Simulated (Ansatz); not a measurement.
CrHgF$_{6}$ in space group R-3 (No. 148; F on 18f, Cr on 3a, Hg on 3b), the program Ansatz at the r²SCAN level (PAW). The conduction-band minimum lies at Γ, with 1 equivalent valley. Second derivatives d²E/dk² of the lowest band at one valley (eV·Å²), along Cartesian directions:

| direction | d²E/dk² |
|---|---|
| [100] | 0.5795 |
| [010] | 0.5795 |
| [001] | 1.284 |
| [110] | 0.5795 |
| [101] | 0.9321 |
| [011] | 0.9321 |

Q: Find the principal effective masses, the density-of-states mass and the conductivity mass.

A: Off-diagonal terms follow from H_xy = H[110] − (H_xx + H_yy)/2, and m*/mₑ = 7.620 eV·Å² over each eigenvalue: 5.9, 13, 13. One valley's DOS mass (m₁m₂m₃)^(1/3) = 10, conductivity mass 3/(Σ 1/mᵢ) = 9.4 mₑ.

Q: What effective density of states Nc follows at 300 K for parabolic valleys?

A: Nc = 2.509e19 × 1 × (10)^(3/2) / 2 (one spin channel) ≈ 4.0e20 cm⁻³.

The workflow started from an entry of the Crystallography Open Database (COD). Its standing as an ambient phase is unchecked. The cell was relaxed with r²SCAN under the symmetry of its start; whether a distortion lowers the energy is not shown. The final state is ferromagnetic, the only order run, not a proven ground state. The cell computed holds one magnetic atom, so no antiferromagnetic order was within reach. Other orbital occupations within this spin state were not tried. No Hubbard U is applied. Scalar-relativistic: spin–orbit coupling is off unless named, which matters more the heavier the elements.

Potentials: the later of the program's two PAW sets.

Edges and masses are those of Kohn–Sham bands, whose gap is no quasiparticle gap.
